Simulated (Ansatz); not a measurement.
Ansatz (a quantum-chemistry and plane-wave program) input:

Ansatz 0.2 input:
```yaml
crystal:
  lattice:
    - [0.0, 3.0043172411, 3.0043172411]
    - [3.0043172411, 0.0, 3.0043172411]
    - [3.0043172411, 3.0043172411, 0.0]
  atoms:
    - { symbol: Pb, position: [0.0, 0.0, 0.0] }
    - { symbol: S, position: [0.5, 0.5, 0.5] }
kpoints:
  mp_grid: { grid: [7, 7, 7] }
  band_path:
    path:
      - [[0.0, 0.0, 0.0], [0.5, 0.0, 0.5], [0.625, 0.25, 0.625]]  # Γ-X-U
      - [[0.375, 0.375, 0.75], [0.0, 0.0, 0.0], [0.5, 0.5, 0.5], [0.5, 0.25, 0.75], [0.5, 0.0, 0.5]]  # K-Γ-L-W-X
    npoints: 12
basis: { xc_grid: 2 }
hamiltonian:
  xc: pbe
  pseudopotentials: { kind: paw }
magnetization: { noncollinear: true, spin_orbit: true }
scf:
  n_extra_bands: 12
  convergence: { dr2_threshold: 0.0000000001 }
  occupations: { method: gaussian, width: 0.05 }
output: { eigenvalues: true }
```

Output (shortened):

```
Pseudopotentials: kind: paw_fr
Pseudopotential: Pb, paw_fr, valence charge 14
Pseudopotential: S, paw_fr, valence charge 6
Functional definition: PBE
non-collinear run that drives no moment, with spin-orbit …
Crystal: 2 atoms, lattice volume = 54.233 Å³
Basis set: ecut = 420 eV, 1067 PW (Γ), exchange–correlation on 60×60×60 points (8 copies of the dense FFT grid, shifted against one another)
Bands: 32, of which v1, the nominal top of the filled ones, is band 20 counted from 1 (19 counted from 0)
Symmetry: 48 space group operations + 48 with time reversal
k-points: 20 of 343
Projection manifold: j_resolved (fully-relativistic pseudo-atomic orbitals)
Initial density: superposition of atomic densities (chi_scale 0.1, normalization cell, long waves kept (reshape's long-wave potential 0.00 eV rms))
Initial wavefunctions: pseudopotential atomic-orbital guess
Eigensolver: davidson
Functional: x = pbe(κ = 0.804, μ = 0.2195149727645171), c = pbe(β = 0.06672455060314922)
SCF iter   1: F=—  HF=-12848.311754 eV  |F-HF|=—  |Δ(HF+E_count)|=         —  Δρ=2.94e-2  dr2=1.06e0  dr2_m=0.00e0 (ungated)  ethr=3.10e-3  |M|=0.00e0 ∫|m|=0.00e0 μB  |m|>n=0.0e0 m-floor=0.0e0 τ_xc=0.0e0  β_m=0.30  ⟨swp⟩=8.7  Hψ=1878  notcnv=0  defer=16
all-band conjugate gradients solve this SCF's bands
preconditioner: auto → none
SCF iter   2: F=—  HF=-12848.043565 eV  |F-HF|=—  |Δ(HF+E_count)|=   2.68e-1  Δρ=1.11e-2  dr2=7.20e-2  dr2_m=0.00e0 (ungated)  ethr=3.10e-3  |M|=0.00e0 ∫|m|=0.00e0 μB  |m|>n=0.0e0 m-floor=0.0e0 τ_xc=0.0e0  β_m=0.34  ⟨swp⟩=2.5  Hψ=522  notcnv=0  defer=102
SCF iter   3: F=—  HF=-12848.042101 eV  |F-HF|=—  |Δ(HF+E_count)|=   1.46e-3  Δρ=6.73e-3  dr2=1.86e-2  dr2_m=0.00e0 (ungated)  ethr=3.60e-4  |M|=0.00e0 ∫|m|=0.00e0 μB  |m|>n=0.0e0 m-floor=0.0e0 τ_xc=0.0e0  β_m=0.60  ⟨swp⟩=2.0  Hψ=336  notcnv=0  defer=102
SCF iter   4: F=—  HF=-12848.046145 eV  |F-HF|=—  |Δ(HF+E_count)|=   4.04e-3  Δρ=5.44e-4  dr2=9.27e-5  dr2_m=0.00e0 (ungated)  ethr=9.29e-5  |M|=0.00e0 ∫|m|=0.00e0 μB  |m|>n=0.0e0 m-floor=0.0e0 τ_xc=0.0e0  β_m=0.73  ⟨swp⟩=2.8  Hψ=462  notcnv=0  defer=102
SCF iter   5: F=—  HF=-12848.046211 eV  |F-HF|=—  |Δ(HF+E_count)|=   6.63e-5  Δρ=7.01e-5  dr2=3.48e-6  dr2_m=0.00e0 (ungated)  ethr=4.63e-7  |M|=0.00e0 ∫|m|=0.00e0 μB  |m|>n=0.0e0 m-floor=0.0e0 τ_xc=0.0e0  β_m=0.82  ⟨swp⟩=2.1  Hψ=469  notcnv=0  defer=102
SCF iter   6: F=—  HF=-12848.046210 eV  |F-HF|=—  |Δ(HF+E_count)|=   1.72e-6  Δρ=3.38e-5  dr2=5.46e-7  dr2_m=0.00e0 (ungated)  ethr=1.74e-8  |M|=0.00e0 ∫|m|=0.00e0 μB  |m|>n=0.0e0 m-floor=0.0e0 τ_xc=0.0e0  β_m=0.74  ⟨swp⟩=2.0  Hψ=466  notcnv=0  defer=102
SCF iter   7: F=—  HF=-12848.046210 eV  |F-HF|=—  |Δ(HF+E_count)|=   4.36e-7  Δρ=7.36e-6  dr2=2.58e-8  dr2_m=0.00e0 (ungated)  ethr=2.73e-9  |M|=0.00e0 ∫|m|=0.00e0 μB  |m|>n=0.0e0 m-floor=0.0e0 τ_xc=0.0e0  β_m=0.87  ⟨swp⟩=2.0  Hψ=480  notcnv=0  defer=102
SCF iter   8: F=—  HF=-12848.046210 eV  |F-HF|=—  |Δ(HF+E_count)|=   1.40e-9  Δρ=1.03e-6  dr2=4.58e-10  dr2_m=0.00e0 (ungated)  ethr=1.29e-10  |M|=0.00e0 ∫|m|=0.00e0 μB  |m|>n=0.0e0 m-floor=0.0e0 τ_xc=0.0e0  β_m=0.93  ⟨swp⟩=2.0  Hψ=464  notcnv=0  defer=102
SCF iter   9: F=-12848.046210 eV  HF=-12848.046210 eV  |F-HF|=3.64e-12  |Δ(HF+E_count)|=  1.38e-10  Δρ=8.81e-8  dr2=4.46e-12  dr2_m=0.00e0 (ungated)  ethr=1.00e-12  |M|=0.00e0 ∫|m|=0.00e0 μB  |m|>n=0.0e0 m-floor=0.0e0 τ_xc=0.0e0  ⟨swp⟩=10.8  Hψ=1604  notcnv=0
SCF 1 converged in 9 iterations: F = -12848.046210 eV  dr2 = 4.46e-12
NSCF: frozen V_eff on 74 k-points
SCF converged after 9 iterations
Magnetization: |M| = 0.0000 μB,  M = (+0.0000, +0.0000, +0.0000) μB
Absolute magnetization: 0.0000 μB (∫|m|)
  site 0: m = (+0.0000, +0.0000, +0.0000) μB, |m| = 0.0000 μB  (R = 1.24 Å)
  site 1: m = (+0.0000, +0.0000, +0.0000) μB, |m| = 0.0000 μB  (R = 1.24 Å)
Free energy (F): -12848.046210 eV
Harris-Foulkes:  -12848.046210 eV  (|F-HF|=3.64e-12)
Internal energy: -12848.046210 eV  (E = F + TS)
E sigma→0 (E₀):  -12848.046210 eV
Fermi energy:    7.832127 eV
--- Per-component energies (eV) ---
  E_band       = -64.069853
  E_kinetic    = 393.085576
  E_local      = -1250.230456  (includes V_loc(G=0)·N_el)
  E_nonlocal   = 379.133257
  E_hartree    = 484.948469
  E_xc         = -317.986840
  E_vxc        = -219.865003  (∫ρ·V_xc dr)
  E_paw        = -11043.067232  (= ΣΔE_a)
  E_vpaw       = -336.090268  (= ΣTr[D̂ρ^β])
  E_aug_tail   = 0.000050  (compensation charges beyond the density's cutoff)
  E_ewald      = -1493.929033
  E_smearing   =  0.000000  (= −TS)
  E_closure    =  0.000000  (closes the sum)
  Σ components = -12848.046210   (vs F -12848.046210, Δ=0.00e0)
  [band-id]    e_kinetic+e_local+e_nonlocal+2·e_hartree+e_vxc+e_vpaw+e_augmentation_tail = -64.069908   (vs E_band -64.069853, Δ=-5.42e-5)
--- Band table (eV; the first three rows and the last of 20) ---
  k-point 0: bands = ["-10.3283", "-10.3283", "-10.3283", "-10.3283", "-7.7675", "-7.7675", "-7.7579", "-7.7579", "-7.7579", "-7.7579", "-5.4601", "-5.4601", "1.7774", "1.7774", "5.5273", "5.5273", "5.8835", "5.8835", "5.8835", "5.8835", "11.1897", "11.1897", "13.6628", "13.6628", "13.6628", "13.6628", "14.6005", "14.6005", "14.6005", "14.6005", "14.7301", "14.7301"]
  k-point 1: bands = ["-10.3286", "-10.3286", "-10.3257", "-10.3257", "-7.7649", "-7.7649", "-7.7606", "-7.7606", "-7.7543", "-7.7543", "-5.3017", "-5.3017", "1.2724", "1.2724", "5.6604", "5.6604", "5.9236", "5.9236", "6.1896", "6.1896", "10.4638", "10.4638", "12.2109", "12.2109", "12.6388", "12.6388", "14.5677", "14.5677", "15.0678", "15.0678", "15.1287", "15.1287"]
  k-point 2: bands = ["-10.3294", "-10.3294", "-10.3201", "-10.3201", "-7.7744", "-7.7744", "-7.7516", "-7.7516", "-7.7461", "-7.7461", "-4.8807", "-4.8807", "0.2470", "0.2470", "5.8802", "5.8802", "6.0337", "6.0337", "6.8455", "6.8455", "9.2010", "9.2010", "10.5965", "10.5965", "11.3151", "11.3151", "14.9146", "14.9146", "16.1211", "16.1211", "16.1310", "16.1310"]
  k-point 19: bands = ["-10.3321", "-10.3321", "-10.3200", "-10.3200", "-7.8221", "-7.8221", "-7.7535", "-7.7535", "-7.7320", "-7.7320", "-3.9611", "-3.9611", "0.0266", "0.0266", "3.4793", "3.4793", "4.1980", "4.1980", "6.6280", "6.6280", "9.8665", "9.8665", "12.0704", "12.0704", "12.6557", "12.6557", "15.1756", "15.1756", "16.5949", "16.5949", "19.4052", "19.4052"]
  band table: 32 of 32 bands, residual norms ≤ 1.0e-3 eV
```

Cost: very roughly 16 core-seconds on shared cores.

Space group Fm-3m (rock salt). The cell was relaxed with PBE under the symmetry of its start; of distortions, only those at the zone centre were tested.

Potentials: the later of the program's two PAW sets.

Ansatz is a plane-wave DFT program.
